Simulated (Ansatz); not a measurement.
Al: from a starting cell to a relaxed one

The start is a relaxed Al cell displaced along its unstable phonon at q = (½, 0, 0) of its primitive reciprocal cell (141i cm⁻¹), largest move 0.15 Å. A full variable-cell relaxation at zero pressure is run with PBE (plane waves to 420 eV, PAW, scalar-relativistic; Ansatz, a quantum-chemistry and plane-wave program). The first steps use a coarse 4×8×12 k-mesh.

Starting cell:
```
Al
1.0
    9.09248     0.00000     0.00000
   -2.27312     3.93716     0.00000
    0.00000     0.00000     2.75108
Al
4
Direct
  0.16667   0.66667   0.05452
  0.66667   0.66667   0.94548
  0.33333   0.33333   0.94548
  0.83333   0.33333   0.05452
```

| Quantity | Value |
|---|---|
| Largest initial force | 0.27 eV/Å, on Al1, Al2, Al3, Al4 (atoms numbered as listed) |
| Energy released | 0.24 eV/atom |
| Volume change | -11.3 %, from 24.62 to 21.83 Å³/atom |
| Relative to the parent | It does not go back: it reaches Immm (No. 71), 0.26 eV/atom below the parent |
| Shortest distances (start → end) | The closest pairs of elements (up to four, under 3.6 Å), start → end: Al–Al 2.62 → 2.62 Å |
| Optimiser moves | 12 |

Relaxed structure:

```cif
data_Al4
_chemical_formula_sum 'Al4'
_space_group_name_H-M_alt 'Immm'
_space_group_IT_number 71
_space_group_name_Hall '-I 2 2'
_cell_length_a 2.75920
_cell_length_b 4.13876
_cell_length_c 7.64668
_cell_angle_alpha 90.000
_cell_angle_beta 90.000
_cell_angle_gamma 90.000
loop_
_atom_site_label
_atom_site_type_symbol
_atom_site_symmetry_multiplicity
_atom_site_Wyckoff_symbol
_atom_site_fract_x
_atom_site_fract_y
_atom_site_fract_z
_atom_site_occupancy
Al1 Al 4 i 0.00000 0.00000 0.32866 1
```
(The calculation used a cell of 2 atoms; values per cell refer to that cell.)

Final values are on a 20×20×20 k-mesh of the relaxed cell. No spin polarisation in the result.

The run could not lose the symmetry of its start: the end is stationary, and may be a saddle point rather than a minimum.

The relaxed structure here is a generated cell of Al: the first start was made by placing the elements on the sites of a structure type, and the end was not matched to a known phase here, so it may be hypothetical. Known forms of Al include space group No. 225.
